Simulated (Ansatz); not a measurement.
**Question.** Each is relaxed and computed with the program Ansatz at the LDA level (PAW). Which alone has a direct gap?
A) SrZrO3, P4mm (Sr on 1b, Zr on 1a, O on 1a, O on 2c)
B) ZrPbO3, cubic perovskite
C) SrHfO3, P4mm (Sr on 1b, Hf on 1a, O on 2c, O on 1a)
D) BaZrO3, cubic perovskite

**Answer.** B, ZrPbO3, cubic perovskite. ZrPbO3: gap 2.36 eV (direct); BaZrO3: gap 3.20 eV (indirect); SrZrO3: gap 3.37 eV (indirect); SrHfO3: gap 3.72 eV (indirect). Standing as an ambient phase not checked: ZrPbO3, cubic perovskite; SrZrO3, P4mm (Sr on 1b, Zr on 1a, O on 1a, O on 2c); SrHfO3, P4mm (Sr on 1b, Hf on 1a, O on 2c, O on 1a). Unstable at this level: ZrPbO3, cubic perovskite; BaZrO3, cubic perovskite; SrZrO3, P4mm (Sr on 1b, Zr on 1a, O on 1a, O on 2c); SrHfO3, P4mm (Sr on 1b, Hf on 1a, O on 2c, O on 1a). All cells were relaxed under the symmetry of their starts (and spin orders); stability against distortions was not tested throughout. Rows with no word on spin ran without spin polarisation. Spin–orbit coupling is left out wherever it is not named.

Potentials: the later of the program's two PAW sets.
